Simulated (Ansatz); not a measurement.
## Zn in Ansatz, settings compared

Input:

```yaml
crystal:
  lattice:
    - [1.244098, 2.154841, 0.0]
    - [-1.244098, 2.154841, 0.0]
    - [0.0, 0.0, 4.692432]
  atoms:
    - { symbol: Zn, position: [0.33333, 0.33334, 0.25] }
    - { symbol: Zn, position: [0.66666, 0.66667, 0.75] }
  symmetry: { tolerance: 0.0003 }
kpoints:
  mp_grid: { grid: [8, 8, 4], shift: [0, 0, 0] }
magnetization:
  spin_polarized: false
scf:
  occupations: { method: fermi_dirac, width: 0.1342 }
hamiltonian:
  pseudopotentials: { kind: paw }
  xc: pbe
basis:
  ecutwfc: 420
output:
  forces: true
  stress: true
  eigenvalues: true
```

Launch command:

```bash
ansatz run input.yaml --threads 1 --pin off --max-ram 2560MiB --backend cpu --events-out ev --progress --plain --runs-dir out
```

Origin of the cell: a known structure type with other elements, at an estimated volume, so it need not be a known compound.

Output of this run (shortened):

```
Warning: the atoms were moved onto the symmetric positions of the space group found under crystal.symmetry.tolerance 3.0e-4 (fractional; no operation is sought that the atoms, as they stand i […]
Pseudopotentials: kind: paw
Pseudopotential: Zn, paw, valence charge 12, recommended cutoff 420 eV (normal), Zn.paw.azcp
Functional definition: PBE
  exchange = pbe_x(kappa = kappa, mu = beta*pi^2/3)
  correlation = pbe_c(beta = beta)
Crystal: 2 atoms, lattice volume = 25.159 Å³
Basis set: ecut = 420 eV, 477 PW (Γ), exchange–correlation on 36×36×64 points (8 copies of the dense FFT grid, shifted against one another)
Bands: 16, of which v1, the nominal top of the filled ones, is band 12 counted from 1 (11 counted from 0)
Symmetry: 24 space group operations
Space group: P63/mmc (ITA 194), of the structure as read, at distance tolerance 8.8e-4 Å
k-points: 30 of 256
[… 2 lines left out …]
Initial density: superposition of atomic densities (neutral atoms: chi_scale 0, normalization atom), corrected by the library's trained network
Functional: x = pbe(κ = 0.804, μ = 0.219515), c = pbe(β = 0.066725)
SCF iter   1: F=—  HF=-6637.714566 eV  Δρ=1.02e-3  dr2=1.29e-4
SCF iter   2: F=—  HF=-6637.715085 eV  Δρ=6.27e-4  dr2=5.68e-5
SCF iter   3: F=—  HF=-6637.715117 eV  Δρ=3.62e-4  dr2=1.52e-5
SCF iter   4: F=—  HF=-6637.715111 eV  Δρ=7.05e-5  dr2=1.01e-6
SCF iter   5: F=—  HF=-6637.715111 eV  Δρ=1.37e-5  dr2=2.44e-8
SCF iter   6: F=-6637.715111 eV  HF=-6637.715111 eV  Δρ=2.52e-6  dr2=9.90e-10
SCF 1 converged in 6 iterations: F = -6637.715111 eV  dr2 = 9.90e-10
SCF converged after 6 iterations
Free energy (F): -6637.715111 eV
Harris-Foulkes:  -6637.715111 eV  (|F-HF|=1.43e-9)
Internal energy: -6637.682547 eV  (E = F + TS)
E sigma→0 (E₀):  -6637.698829 eV
Entropy (-TS):   -0.032564 eV (-16.282 meV/atom)
Fermi energy:    14.016363 eV
--- Per-component energies (eV) ---
  E_band       = 159.473014
  E_kinetic    = 266.662329
  E_local      = -2823.923809  (includes V_loc(G=0)·N_el)
  E_nonlocal   = 1217.893159
  E_hartree    = 1192.383274
  E_xc         = -278.860143
  E_vxc        = -109.835920  (∫ρ·V_xc dr)
  E_paw        = -3645.459579  (= ΣΔE_a)
  E_vpaw       = -776.089282  (= ΣTr[D̂ρ^β])
  E_aug_tail   = -0.000687  (compensation charges beyond the density's cutoff)
  E_ewald      = -2566.377091
  E_smearing   = -0.032564  (= −TS)
  Σ components = -6637.715111   (vs F -6637.715111, Δ=0.00e0)
--- Forces (eV/Å), atoms counted from 1 ---
  atom   1  Zn     0.000000     0.000000     0.000000
  atom   2  Zn     0.000000    -0.000000     0.000000
  max |Σ_I F_I| component: 7.40e-17 eV/Å
--- Stress (GPa, compression-positive) ---
       29.295731       0.000000       0.000000
       -0.000000      29.295731       0.000000
        0.000000       0.000000      12.007795
  P = ⅓ Tr σ = 23.5331 GPa (235.331 kbar)
```

The same input was run again with these changes:

1. `scf.mixing.preconditioner` default → kerker; `scf.algorithm` default → density_mixing; `kpoints.mp_grid.grid` [8, 8, 4] → [10, 10, 5]
2. `kpoints.mp_grid.grid` [8, 8, 4] → [6, 6, 3]; `hamiltonian.dispersion` default → d3bjatm
3. `kpoints.mp_grid.grid` [8, 8, 4] → [10, 10, 5]
4. `hamiltonian.xc` pbe → revpbe

| run | end | SCF iterations | P (GPa) | max force component (eV/Å) | moment (μB) | ΔE(σ→0) (meV/atom) |
| --- | --- | --- | --- | --- | --- | --- |
| base | converged | 6 | 23.53 | 0.000 | – | 0 |
| 1 | converged | 6 | 23.13 | 0.000 | – | -31.73 |
| 2 | converged | 6 | 18.23 | 0.000 | – | – |
| 3 | converged | 6 | 23.13 | 0.000 | – | -31.73 |
| 4 | converged | 6 | 26.66 | 0.000 | – | – |

Energies are compared only where functional, datasets, charge and starting cell are the same.

Not properties of the system: run 2 (too coarse or loose: `kpoints.mp_grid.grid` = [6, 6, 3]).

Caveats of the base run: the k mesh is coarse if the cell is a metal.

Run 4: forces of this functional can be a tenth off on datasets made under PBE.

Time of the base run: 0.76 s on 1 thread of Arm Neoverse V1 (shared host), peak memory 0.25 GiB, from the program's own first density.
